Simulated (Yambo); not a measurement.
G0W0@LDA for BaHI (space group P4/nmm, No. 129) in Yambo. Reference settings: 2×2×2 Γ-centred k mesh, 243 bands and a 7 Ry block in the screening, 243 bands in G with the Bruneval-Gonze terminator, plasmon pole fitted at 27.2 eV. The LDA gap Z → Z on this mesh is 2.60 eV; G0W0 gaps are taken between the same points.

Gap (Z → Z) in eV against the number of bands and the screening block, terminator on:

| bands (W and G) | 2 Ry | 3 Ry | 4 Ry | 6 Ry | 7 Ry |
|---|---|---|---|---|---|
| 51 | 4.172 | 4.178 | 4.162 | 4.178 | 4.177 |
| 85 | 3.929 | 4.010 | 4.011 | 4.075 | 4.081 |
| 130 | 3.881 | 4.002 | 4.017 | 4.122 | 4.137 |
| 186 | 3.858 | 3.984 | 4.004 | 4.132 | 4.152 |
| 243 | 3.853 | 3.977 | 3.998 | 4.139 | 4.165 |

Rough cost of the Yambo step against the reference (shared machines):

```json
[
 {"bands (W and G)": "51", "2 Ry": "1/8", "3 Ry": "1/9", "4 Ry": "1/9", "6 Ry": "1/7", "7 Ry": "1/6"},
 {"bands (W and G)": "85", "2 Ry": "1/7", "3 Ry": "1/5", "4 Ry": "1/6", "6 Ry": "1/4", "7 Ry": "1/3"},
 {"bands (W and G)": "130", "2 Ry": "1/4", "3 Ry": "1/4", "4 Ry": "1/4", "6 Ry": "1/3", "7 Ry": "1/2"},
 {"bands (W and G)": "186", "2 Ry": "1/3", "3 Ry": "1/2", "4 Ry": "1/3", "6 Ry": "~1", "7 Ry": "~1"},
 {"bands (W and G)": "243", "2 Ry": "1/3", "3 Ry": "1/2", "4 Ry": "1/2", "6 Ry": "~1", "7 Ry": "1"}
]
```

At the largest block the last step in bands moves the gap by 0.013 eV; at the most bands the last step in the block moves it by 0.026 eV.

Without spin-orbit coupling, band edges of such heavy elements can be off by tenths of an eV.

Geometry of the Materials Project entry, not relaxed at this level; primitive cell a = b = 4.7758 Å, c = 7.8002 Å, α = β = γ = 90.00°.
